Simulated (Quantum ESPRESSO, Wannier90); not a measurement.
**Tight-binding from DFT: Nb$_{2}$O$_{5}$ (C2/m)**

```
Nb2O5
1.0
    0.00000     3.85882     0.00000
   -0.05884     0.00000     4.01819
    6.50375    -1.92941     0.00000
Nb O
2 5
Cartesian
 -1.90185   0.00000  -0.27348
  1.90185   0.00000   0.27348
 -1.96714   0.00000   1.94629
  1.96714   0.00000  -1.94629
  0.00000   0.00000   0.00000
  2.40737  -1.92941   0.02182
 -2.40737   1.92941  -0.02182
```

Cell from Materials Project (mp-1595), symmetrised, no further relaxation. Not found in the COD (Crystallography Open Database) copy used, which has the formula in other groups; not checked further. Computed values, not measurements, from PBEsol: Quantum ESPRESSO (norm-conserving PseudoDojo potentials, cutoff 68 Ry, no spin polarisation, no spin-orbit coupling) on a Γ-centred 6×6×6 mesh, then Wannier90. Density: 8×8×8 mesh, cold smearing 0.01 Ry.

The plane-wave run has 56 bands and 56 electrons a cell. On the energy scale of pw.x, whose zero is arbitrary, the valence-band maximum lies at 5.97 eV.

Isolated groups of bands, relative to the valence-band maximum (bands from 29 on overlap up to the last one computed):

| bands | from (eV) | to (eV) | filling | weight on atomic waves |
|---|---|---|---|---|
| 1–2 | -54.73 | -54.71 | filled | Nb 4s 96 % |
| 3–8 | -31.12 | -30.81 | filled | Nb 4p 96 % |
| 9–13 | -17.58 | -15.17 | filled | O 2s 82 %, Nb 4d 10 %, Nb 5s 5 % |
| 14–28 | -5.46 | 0.00 | filled | O 2p 79 %, Nb 4d 17 % |

Input w.win, without the blocks of cell, atoms and k-points (216 lines):

```
num_bands = 42
num_wann = 25
exclude_bands = 1-13
num_iter = 1000
conv_tol = 1.0e-6
conv_window = 4
dis_num_iter = 1000
dis_conv_tol = 1.0e-6
dis_froz_max = 9.62
write_hr = true
write_u_matrices = true
begin projections
f=-0.15172,-0.06100,-0.29918: d
f=0.15218,0.06016,0.28912: d
f=-0.15947,0.49143,-0.29764: p
f=0.14316,-0.47723,0.29209: p
f=-0.00812,0.00280,0.00436: p
f=-0.31734,-0.00400,0.37435: p
f=0.31172,-0.01233,-0.36489: p
end projections
mp_grid = 6 6 6
```

This input has a fault. Which, and what does the program do?

wannier90.x stops with:
```
w90_wannier90_readwrite_read: mismatch in w.eig
```
num_bands differs from the number of bands in the files, which is the number computed minus those excluded. Mended as below, all else unchanged, the run goes through (Ω_I = 20.8 Å²) and follows the plane-wave bands to 0.3 meV rms (states up to 3.1 eV relative to the valence-band maximum).
```
num_bands = 43
```
